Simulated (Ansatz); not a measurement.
Ansatz input

```yaml
crystal:
  lattice:
    - [-2.071415661, 2.071415661, 2.071415661]
    - [2.071415661, -2.071415661, 2.071415661]
    - [2.071415661, 2.071415661, -2.071415661]
  atoms:
    - { symbol: Tl, position: [0.0, 0.0, 0.0] }
hamiltonian:
  xc: blyp
  pseudopotentials:
    kind: paw
    azcp:
      Tl: "pseudopotentials/Tl.paw.azcp"
basis:
  ecutwfc: 420
  fft_grid_basis: typed
kpoints:
  mp_grid: { grid: [18, 18, 18], shift: [0, 0, 0] }
magnetization:
  spin_polarized: false
scf:
  occupations: { method: fermi_dirac, width: 0.1 }
```

Output

```
Engine: ansatz 0.2.0, x86_64-unknown-linux-gnu
Pseudopotentials: kind: paw
Pseudopotential: Tl, paw, valence charge 13, recommended cutoff 420 eV (normal) 
Functional definition: BLYP
  parameter beta = 0.0042
  parameter a = 0.04918
  parameter b = 0.132
  parameter c = 0.2533
  parameter d = 0.349
  exchange = b88_x(beta = beta)
  correlation = lyp_c(a = a, b = b, c = c, d = d)
Crystal: 1 atoms, lattice volume = 35.552 Å³
Basis set: ecut = 420 eV, 675 PW (Γ), exchange–correlation on 48×48×48 points (8 copies of the dense FFT grid, shifted against one another)
Bands: 11, of which v1, the nominal top of the filled ones, is band 7 counted from 1 (6 counted from 0)
Symmetry: 48 space group operations
Space group: Im-3m (ITA 229), of the structure as read, at distance tolerance 3.3e-5 Å
k-points: 195 of 5832
Non-local potential: Tl, projectors of the file, l = 0: 2, l = 1: 2, l = 2: 2, l = 3: 1
PAW form: soft (Blöchl's): semilocal exchange-correlation on the pseudo side does not see the compensation charge
PAW frozen core: Tl, regenerated for the run's functional, and the local potential with it (the file was generated under x = pbe(κ = 0.804, μ = 0.2195149727645171), c = pbe(β = 0.06672455060314922))
PAW one-centre angular grid: Tl, 590 points (default); XC on 64 Gauss nodes
Initial density: superposition of atomic densities (neutral atoms: chi_scale 0, normalization atom), corrected by the library's trained network
Initial wavefunctions: pseudopotential atomic-orbital guess
Functional: x = b88, c = lyp
SCF iter   1: F=—  HF=-11472.051444 eV  |F-HF|=—  |Δ(HF+E_count)|=         —  Δρ=4.91e-3  dr2=5.73e-3  ethr=1.77e-3  ⟨swp⟩=5.5  Hψ=13529  notcnv=0
SCF iter   2: F=—  HF=-11472.051216 eV  |F-HF|=—  |Δ(HF+E_count)|=   2.28e-4  Δρ=2.59e-3  dr2=1.81e-3  ethr=4.41e-5  ⟨swp⟩=1.6  Hψ=4301  notcnv=0
SCF iter   3: F=—  HF=-11472.051926 eV  |F-HF|=—  |Δ(HF+E_count)|=   7.09e-4  Δρ=6.18e-4  dr2=2.13e-4  ethr=1.39e-5  ⟨swp⟩=2.8  Hψ=3389  notcnv=0
SCF iter   4: F=—  HF=-11472.052037 eV  |F-HF|=—  |Δ(HF+E_count)|=   1.11e-4  Δρ=1.13e-4  dr2=5.27e-6  ethr=1.64e-6  ⟨swp⟩=2.5  Hψ=3355  notcnv=0
SCF iter   5: F=—  HF=-11472.052028 eV  |F-HF|=—  |Δ(HF+E_count)|=   8.28e-6  Δρ=3.78e-5  dr2=4.30e-7  ethr=4.06e-8  ⟨swp⟩=2.0  Hψ=3380  notcnv=0
SCF iter   6: F=-11472.052029 eV  HF=-11472.052029 eV  |F-HF|=5.56e-8  |Δ(HF+E_count)|=   5.38e-7  Δρ=9.38e-6  dr2=2.79e-8  ethr=7.69e-10  ⟨swp⟩=3.0  Hψ=4439  notcnv=0
SCF 1 converged in 6 iterations: F = -11472.052029 eV  dr2 = 2.79e-8
SCF converged after 6 iterations
Free energy (F): -11472.052029 eV
Harris-Foulkes:  -11472.052029 eV  (|F-HF|=5.56e-8)
Internal energy: -11472.031291 eV  (E = F + TS)
E sigma→0 (E₀):  -11472.041660 eV
Entropy (-TS):   -0.020738 eV (-20.738 meV/atom)
Fermi energy:    8.114205 eV
--- Per-component energies (eV) ---
  E_band       = -21.200772
  E_kinetic    = 331.922590
  E_local      = -997.634699  (includes V_loc(G=0)·N_el)
  E_nonlocal   = 315.495844
  E_hartree    = 368.455949
  E_xc         = -227.644552
  E_vxc        = -138.520605  (∫ρ·V_xc dr)
  E_paw        = -10193.620943  (= ΣΔE_a)
  E_vpaw       = -269.377598  (= ΣTr[D̂ρ^β])
  E_aug_tail   = 0.000030  (compensation charges beyond the density's cutoff)
  E_ewald      = -1068.860858
  E_core_change = -0.144651  (= ΣΔE_core)
  E_smearing   = -0.020738  (= −TS)
  E_closure    = 0.000000  (closes the sum)
  Σ components = -11472.052029   (vs F -11472.052029, Δ=0.00e0)
```

Command:

```sh
ansatz run input.yaml --threads 2 --pin off --max-ram 5120MiB --backend cpu --events-out ev --progress --plain --runs-dir out
```

On 2 threads of Intel(R) Xeon(R) Platinum 8488C (Sapphire Rapids) (shared host) this took about 1.1 s of wall time and 1.9 s of CPU time.
